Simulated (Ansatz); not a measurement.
**Property card for Al**

Al:
```yaml
crystal:
  lattice:
    - [2.82407, 0.00000, 0.00000]
    - [-1.41203, 2.44571, 0.00000]
    - [0.00000, 0.00000, 27.66493]
  atoms:
    - { symbol: Al, position: [0.66667, 0.33333, 0.66625] }
    - { symbol: Al, position: [0.00000, 0.00000, 0.75000] }
    - { symbol: Al, position: [0.66667, 0.33333, 0.83375] }
    - { symbol: Al, position: [0.33333, 0.66667, 0.91692] }
    - { symbol: Al, position: [0.00000, 0.00000, 0.00000] }
    - { symbol: Al, position: [0.66667, 0.33333, 0.08308] }
    - { symbol: Al, position: [0.33333, 0.66667, 0.16625] }
    - { symbol: Al, position: [0.00000, 0.00000, 0.25000] }
    - { symbol: Al, position: [0.33333, 0.66667, 0.33375] }
    - { symbol: Al, position: [0.66667, 0.33333, 0.41692] }
    - { symbol: Al, position: [0.00000, 0.00000, 0.50000] }
    - { symbol: Al, position: [0.33333, 0.66667, 0.58308] }
```

Space group P6_3/mmc (No. 194); conventional cell a = 2.824 Å, b = 2.824 Å, c = 27.665 Å, α = 90.00°, β = 90.00°, γ = 120.00°.

Method: the program Ansatz at the r²SCAN level (PAW). Geometry: relaxed at this level of theory. Other levels are named where they apply.

### Cell and energy

```
Item                  Value
---------------  ----------
Volume per atom    15.92 Å³
Density          2.81 g/cm³
```

### Electronic structure

```
Quantity                                                                     Value
------------------------------------  --------------------------------------------
Electronic character                                             metallic (no gap)
Density of states at the Fermi level  0.37 states/eV per atom (mean over ±0.08 eV)
```

### Mechanics

```
Property                                                                                        Result
--------------------------------------------  --------------------------------------------------------
Bulk modulus (Birch–Murnaghan fit)                                                            92.3 GPa
Pressure derivative B′                                                                             4.4
Elastic constants (relaxed ions, GPa)         C11 = 146, C12 = 67.4, C13 = 63.8, C33 = 149, C44 = 39.0
Mechanical stability                                            stable (all eigenvalues of C positive)
Hill bulk and shear moduli                                                           92.3 and 39.8 GPa
Young's modulus                                                                                104 GPa
Poisson's ratio                                                                                   0.31
Debye temperature from the elastic constants                                                     498 K
```

The start of the workflow was typed in or built on a structure type; the Crystallography Open Database copy checked does not list it. It is not the phase usual at ambient conditions (space group No. 225). The cell was relaxed with r²SCAN under the symmetry of its start; whether a distortion lowers the energy is not shown. As this level gives no gap, shear constants depend on the k-mesh and smearing (Fermi–Dirac, 0.1 eV here). Axis ratios of metals converge slowly with the k-mesh, so a and c are less sure than the volume.

Potentials: the earlier of the program's two PAW sets.
